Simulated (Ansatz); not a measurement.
**Al₂O₃: from a starting cell to a relaxed one**

The start is a relaxed Al2O3 cell, doubled along one cell vector, shaken by Gaussian noise of σ = 0.08 Å a coordinate. The cell and all atomic positions are relaxed at zero pressure with r2SCAN (plane waves to 500 eV, PAW, scalar-relativistic; Ansatz, a program for electronic structure). First-step values are on the input's coarse k-mesh.

Ansatz input (later rounds restart from its end on a renewed k-mesh):
Ansatz 0.2 input:
```yaml
crystal:
  lattice:
    - [2.3323076929, 1.3465584743, 2.3635647363]
    - [-2.3323076929, 1.3465584743, 2.3635647363]
    - [0, -5.3862338974, 4.7271294726]
  atoms:
    - { symbol: O, position: [0.2092671964, 0.8094067246, 0.2370330828] }
    - { symbol: O, position: [0.2126653788, 0.8005137395, 0.7480481532] }
    - { symbol: O, position: [0.5170017919, 0.2200919689, 0.3840586826] }
    - { symbol: O, position: [0.503900086, 0.2184452032, 0.8977431036] }
    - { symbol: O, position: [0.7933948399, 0.5129167534, 0.0918386398] }
    - { symbol: O, position: [0.7992951724, 0.5326108265, 0.5954595705] }
    - { symbol: Al, position: [0.2715903921, 0.3590086212, 0.1506048276] }
    - { symbol: Al, position: [0.3219091821, 0.2889749096, 0.6660760366] }
    - { symbol: Al, position: [0.7172552043, 0.6867274439, 0.3700140071] }
    - { symbol: Al, position: [0.6934401921, 0.6905334657, 0.8296628739] }
basis: { ecutwfc: 500, ecutrho_ratio: 4, xc_grid: 4, fft_grid_basis: typed }
kpoints: { mp_grid: { grid: [7, 7, 4] } }
hamiltonian:
  xc: r2scan
  dispersion: none
  pseudopotentials: { azcp: { folder: ./paw }, kind: paw }
scf: { occupations: { method: fermi_dirac, width: 0.05 } }
relax: { f_tol: 0.01, max_steps: 100, cell: { stress_tol: 0.02 } }
output: { forces: true, stress: true }
```

Problem. How large is the pressure on the unrelaxed cell, and of which sign?

Solution. +7.6 GPa (positive: the cell is compressed).

Problem. How much energy is released per atom?

Solution. 0.17 eV/atom.

Problem. Is the parent structure recovered?

Solution. The parent structure is recovered, R32 (No. 155).

Problem. What band gap does the relaxed structure have at this level?

Solution. 4.45 eV, indirect (valence top at k = (0.3333, 0.3333, 0.3333), conduction bottom at Γ) (no spin-orbit coupling).

The end point of the relaxation:

Space group R32, hexagonal axes (No. 155); a = b = 4.665 Å, c = 7.091 Å, α = β = 90.00°, γ = 120.00°

```
atom  site  symmetry       x       y       z
----  ----  --------  ------  ------  ------
O       9d        .2  0.3032  0.3032  0.0000
Al      6c        3.  0.0000  0.0000  0.1999
```
(The calculation used a cell of 5 atoms; values per cell refer to that cell.)

Final values are on a 9×9×9 k-mesh of the relaxed cell. No spin polarisation in the result.

The relaxed structure here is a generated cell of Al2O3: the first start was made by placing the elements on the sites of a structure type, and the end was not matched to a known phase here, so it may be hypothetical. Known forms of Al2O3 include space group No. 167.
